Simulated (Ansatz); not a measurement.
# From a trial cell to the properties of V (bcc)

**What was measured.** A measured cell of cubic V (space group Im-3m), temperature not stated, from the Crystallography Open Database (2012, doi:10.1021/ja211517h), has a = 3.020 Å and 13.78 Å³/atom.

The computed numbers are results of PBE, scalar-relativistic (collinear spin) in the plane-wave PAW code Ansatz at 420 eV, 20×20×20 k-mesh, Gaussian smearing of 0.05 eV; PAW files: Ansatz's generated set soft_2.

The start, 0 % under the database's volume:

```cif
data_structure
_symmetry_space_group_name_H-M 'P 1'
_symmetry_Int_Tables_number 1
_cell_length_a 2.6154
_cell_length_b 2.6154
_cell_length_c 2.6154
_cell_angle_alpha 109.471
_cell_angle_beta 109.471
_cell_angle_gamma 109.471
_cell_volume 13.77
loop_
_atom_site_label
_atom_site_type_symbol
_atom_site_fract_x
_atom_site_fract_y
_atom_site_fract_z
_atom_site_occupancy
V1 V 0.00000 0.00000 0.00000 1
```

Starting moments (μB, in the order of the atoms): 1.0.

The first steps of the search for zero pressure:

| run | level | k-mesh | kind | V (Å³/atom) | P (GPa) | gap on the mesh (eV) |
| --- | --- | --- | --- | --- | --- | --- |
| 1 | PBE | 20×20×20 | fixed cell | 13.77 | -4.0 | metal |

(1) At which volume does PBE reach zero pressure?

Answer:

(1) 13.46 Å³/atom, about 2.3 % under the start.

The steps that followed:

| run | level | k-mesh | kind | V (Å³/atom) | P (GPa) | E − E(final) (meV/atom) | gap on the mesh (eV) |
| --- | --- | --- | --- | --- | --- | --- | --- |
| 2 | PBE | 20×20×20 | fixed cell | 13.40 | 0.8 | 0.1 | metal |
| 3 | PBE | 20×20×20 | fixed cell | 13.46 | 0.0 | 0.0 | metal |

Cell and atoms are those of this level's equilibrium.

The final structure (symmetry read at 0.01 Å). The structure is cubic, space group Im-3m (No. 229). Conventional cell: a = 2.997 Å, b = 2.997 Å, c = 2.997 Å, α = 90.00°, β = 90.00°, γ = 90.00°. Around V (site symmetry m-3m) lie 8 V at 2.60 Å. (Shells end 15 % past the nearest neighbour.)

None of 4 magnetic starts ended more than 0.5 meV/atom under the solution without spin polarisation. At the final geometry the gap, band path included, is zero (metallic) and no site carries a moment. 

**Why it comes out so.**

The calculation's cell holds 13 valence electrons, an odd number. Without magnetic order each band takes two, so one stays part-filled and the crystal must be a metal. (Only strong correlation, outside this picture, could make a Mott insulator of it.)

**Comparison.** The computed cell (2.997 Å, 13.46 Å³/atom) differs from the database's by −2.3 % in volume, about −0.8 % in length. PBE more often overestimates volumes; a smaller cell is partly the thermal expansion and zero-point motion that the static lattice lacks. The database's entry may also be off.
